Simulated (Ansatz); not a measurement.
How the vibrations of ZrZn change with volume

Method: DFT LDA, scalar-relativistic, plane waves, PAW in Ansatz. Cutoff 420 eV, 12×12×12 k-points (Γ-centred), Fermi-Dirac smearing of 0.15 eV. No spin polarisation. Phonons by linear response, acoustic sum rule imposed.

Equilibrium structure at this level:
```xyz
2
Lattice="3.2608 0.0000 0.0000 0.0000 3.2608 0.0000 0.0000 0.0000 3.2608" Properties=species:S:1:pos:R:3 pbc="T T T"
Zr    1.6304    1.6304    1.6304
Zn    0.0000    0.0000    0.0000
```

In a metal, frequencies depend on the k mesh and the smearing, soft modes most.

Cells at 0.98 and 1.02 times the equilibrium volume were relaxed in shape and atoms; γ = −d ln ν / d ln V, modes matched by rank.

(1) Give the optical frequencies at Γ (cm⁻¹) at the three volumes and the mode Grüneisen parameters.

(2) What pressures hold the two strained cells, and what bulk modulus follows?

Answers

(1)
| 0.98 V | V | 1.02 V | γ | degeneracy |
| --- | --- | --- | --- | --- |
| 190 | 183 | 176 | 1.96 | 3 |

(2) 2.65 GPa at 0.98 V and -2.39 GPa at 1.02 V, so B = −dP/d ln V ≈ 126 GPa.